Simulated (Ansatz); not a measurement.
Relaxed structure of I2 on the (100) surface of TiC, one molecule per 36.8 Å² (the molecule's atoms stand last):

```xyz
34
Lattice="6.0686 0.0000 0.0000 0.0000 6.0686 0.0000 0.0000 0.0000 24.4368" Properties=species:S:1:pos:R:3 pbc="T T T"
Ti    1.5172    1.5172    8.0000
Ti    1.5172    4.5515    8.0000
Ti    4.5515    1.5172    8.0000
Ti    4.5515    4.5515    8.0000
C     3.0343    3.0343    8.0000
C     3.0343    0.0000    8.0000
C     0.0000    3.0343    8.0000
C     0.0000    0.0000    8.0000
Ti    3.0343    3.0343   10.1456
Ti    3.0343    0.0000   10.1456
Ti    0.0000    3.0343   10.1456
Ti    0.0000    0.0000   10.1456
C     4.5515    4.5515   10.1456
C     4.5515    1.5172   10.1456
C     1.5172    4.5515   10.1456
C     1.5172    1.5172   10.1456
Ti    4.5508    4.5427   12.2825
Ti    4.5522    1.5245   12.2822
Ti    1.5178    4.5427   12.2825
Ti    1.5164    1.5245   12.2821
C     0.0000    0.0005   12.2824
C     0.0000    3.0320   12.2879
C     3.0343   -0.0024   12.2825
C     3.0343    3.0348   12.2876
Ti    0.0001   -0.0046   14.3603
Ti   -0.0001    3.0319   14.4306
Ti    3.0343    0.0026   14.3602
Ti    3.0344    3.0348   14.4304
C     1.5256    1.5039   14.4628
C     1.5089    4.5617   14.4640
C     4.5431    1.5039   14.4628
C     4.5598    4.5617   14.4642
I    -0.0015    2.7505   17.3860
I     3.0325    3.2823   17.3872
```

All numbers below come from DFT PBE+D3(BJ), scalar-relativistic, plane waves, PAW in Ansatz. Settings: cutoff 420 eV, Γ-centred mesh 3×3×1 on the computed 34-atom cell, Gaussian smearing of 0.10 eV; no spin polarisation. A dipole correction removes the field between periodic images along c.

The slab and the molecular layer are also computed alone at these places.

**Question.** How does the adsorption energy per molecule split into interaction and deformation?

**Answer.** E_ads = -1.497 eV: interaction of the rigid parts -1.348 eV, deformation of the slab +0.123 eV, deformation of the molecule with its lateral interactions -0.272 eV.

**Question.** How much charge moves across the plane at z = 15.93 Å, midway between slab and molecule?

**Answer.** About 0.11 electrons a cell move up to the molecule; half the integral of |Δρ| is 0.51 e.